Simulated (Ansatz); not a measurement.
Re:
```
Re
1.0
    2.75427     0.00000     0.00000
   -1.37714     2.38527     0.00000
    0.00000     0.00000     8.89431
Re
4
Direct
  0.00000   0.00000   0.00000
  0.00000   0.00000   0.50000
  0.33333   0.66667   0.25000
  0.66667   0.33333   0.75000
```

Relaxed with r²SCAN+D4. Special points in fractions of this cell's reciprocal vectors: Γ (0.000, 0.000, 0.000); M (0.500, 0.000, 0.000); K (0.333, 0.333, 0.000); A (0.000, 0.000, 0.500); L (0.500, 0.000, 0.500); H (0.333, 0.333, 0.500).

Q: List the band energies nearest the Fermi level at these points for the program Ansatz at the r²SCAN+D4 level (PAW).

A: In eV from the Fermi level; about four levels below and three above (degenerate sets whole), none deeper than 8.9 eV; points with the same levels are listed once.

```json
[
 {"k": "Γ", "below": "-1.29 -1.29 -1.18 -1.18", "above": "0.42 0.72 0.72"},
 {"k": "M", "below": "-2.92 -2.25 -2.12 -0.87", "above": "0.33 0.36 1.09"},
 {"k": "K", "below": "-2.37 -2.34 -0.07 -0.07", "above": "1.76 1.76 3.14"},
 {"k": "A", "below": "-1.53 -1.53 -1.53 -1.53 -1.24 -1.24", "above": "1.28 1.28 1.28 1.28"},
 {"k": "L", "below": "-1.48 -1.48 -0.77 -0.77", "above": "0.25 0.25 2.87 2.87"},
 {"k": "H", "below": "-2.38 -2.38 -0.03 -0.03", "above": "1.16 1.16 3.38 3.38"}
]
```

Space group P6_3/mmc (dhcp (α-La type)). The workflow started from a Materials Project entry (that database holds measured and hypothetical structures alike). Its sites differ from those of the usual phase in this space group: another stacking or structure type. The r²SCAN+D4 relaxation kept the symmetry of its start; whether a distortion lowers the energy is not shown. No spin polarisation was allowed. The pairwise dispersion correction was not fitted to metals. Scalar-relativistic: spin–orbit coupling is off unless named, which matters more the heavier the elements.

Potentials: the earlier of the program's two PAW sets.
